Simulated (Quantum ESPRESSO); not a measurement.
Band energies of BaCuSF

```xyz
8
Lattice="4.1299 0.0000 0.0000 0.0000 4.1299 0.0000 0.0000 0.0000 9.1065" Properties=species:S:1:pos:R:3 pbc="T T T"
F      2.0650     2.0650     0.0000
F      0.0000     0.0000     0.0000
S      0.0000     2.0650     3.2465
S      2.0650     0.0000     5.8599
Cu     2.0650     2.0650     4.5532
Cu     0.0000     0.0000     4.5532
Ba     0.0000     2.0650     7.4664
Ba     2.0650     0.0000     1.6401
```

LDA (pw.x of Quantum ESPRESSO, ONCV potentials, without SOC); path ΓXMΓZRAZ,XR,MA; energies in eV from the valence-band maximum.

| k (1/Å) | point | band 38 | band 39 | band 40 | band 41 | band 42 | band 43 | band 44 | band 45 |
|---|---|---|---|---|---|---|---|---|---|
| 0.00 | Γ | -1.41 | -1.21 | -0.47 | 0.00 | 0.00 | 1.48 | 1.56 | 2.32 |
| 0.19 |  | -1.51 | -1.10 | -0.44 | -0.28 | -0.06 | 1.80 | 1.91 | 2.59 |
| 0.57 |  | -1.87 | -0.77 | -0.71 | -0.47 | -0.40 | 2.21 | 2.35 | 2.69 |
| 0.76 | X | -1.93 | -0.62 | -0.62 | -0.59 | -0.59 | 2.16 | 2.16 | 3.18 |
| 0.95 |  | -1.95 | -0.89 | -0.89 | -0.61 | -0.61 | 2.45 | 2.45 | 3.45 |
| 1.33 |  | -1.81 | -1.42 | -1.42 | -1.06 | -1.06 | 2.98 | 2.98 | 4.41 |
| 1.52 | M | -1.77 | -1.57 | -1.57 | -1.11 | -1.11 | 3.02 | 3.02 | 4.41 |
| 1.70 |  | -1.78 | -1.44 | -1.41 | -1.10 | -1.04 | 2.89 | 3.09 | 4.40 |
| 2.06 |  | -1.80 | -1.08 | -0.82 | -0.74 | -0.62 | 2.73 | 2.95 | 3.81 |
| 2.42 |  | -1.51 | -1.14 | -0.45 | -0.17 | -0.15 | 1.81 | 1.93 | 2.54 |
| 2.60 | Γ | -1.41 | -1.21 | -0.47 | 0.00 | 0.00 | 1.48 | 1.56 | 2.32 |
| 2.60 | Z | -1.41 | -1.21 | -0.54 | -0.01 | -0.01 | 1.76 | 1.79 | 2.15 |
| 2.98 |  | -1.68 | -0.93 | -0.55 | -0.38 | -0.21 | 2.25 | 2.34 | 2.86 |
| 3.17 |  | -1.87 | -0.75 | -0.66 | -0.45 | -0.40 | 2.31 | 2.39 | 2.69 |
| 3.36 | R | -1.93 | -0.60 | -0.60 | -0.58 | -0.58 | 2.31 | 2.31 | 3.10 |
| 3.55 |  | -1.95 | -0.88 | -0.88 | -0.61 | -0.61 | 2.61 | 2.61 | 3.44 |
| 3.93 |  | -1.82 | -1.44 | -1.44 | -1.06 | -1.06 | 3.20 | 3.20 | 4.35 |
| 4.12 | A | -1.77 | -1.59 | -1.59 | -1.11 | -1.11 | 3.17 | 3.17 | 4.46 |
| 4.25 |  | -1.77 | -1.52 | -1.48 | -1.10 | -1.07 | 3.12 | 3.26 | 4.44 |
| 4.52 |  | -1.80 | -1.09 | -1.06 | -1.06 | -0.79 | 2.89 | 3.32 | 4.30 |
| 4.79 |  | -1.74 | -1.08 | -0.57 | -0.52 | -0.44 | 2.74 | 2.97 | 3.19 |
| 5.06 |  | -1.47 | -1.16 | -0.51 | -0.11 | -0.08 | 1.96 | 1.98 | 2.26 |
| 5.19 | Z | -1.41 | -1.21 | -0.54 | -0.01 | -0.01 | 1.76 | 1.79 | 2.15 |
| 5.19 | X | -1.93 | -0.62 | -0.62 | -0.59 | -0.59 | 2.16 | 2.16 | 3.18 |
| 5.54 | R | -1.93 | -0.60 | -0.60 | -0.58 | -0.58 | 2.31 | 2.31 | 3.10 |
| 5.54 | M | -1.77 | -1.57 | -1.57 | -1.11 | -1.11 | 3.02 | 3.02 | 4.41 |
| 5.88 | A | -1.77 | -1.59 | -1.59 | -1.11 | -1.11 | 3.17 | 3.17 | 4.46 |

The LDA gap is direct, 1.48 eV at Γ. Another valence extremum on the path lies within 0.02 eV, too close to call.

The filled Cu 3d shell has no Hubbard U; semilocal functionals place it too high.

Geometry of the Materials Project entry, not relaxed at this level.

The structure is a Materials Project entry; no match was found in the copy of COD used, and its stability was not checked.
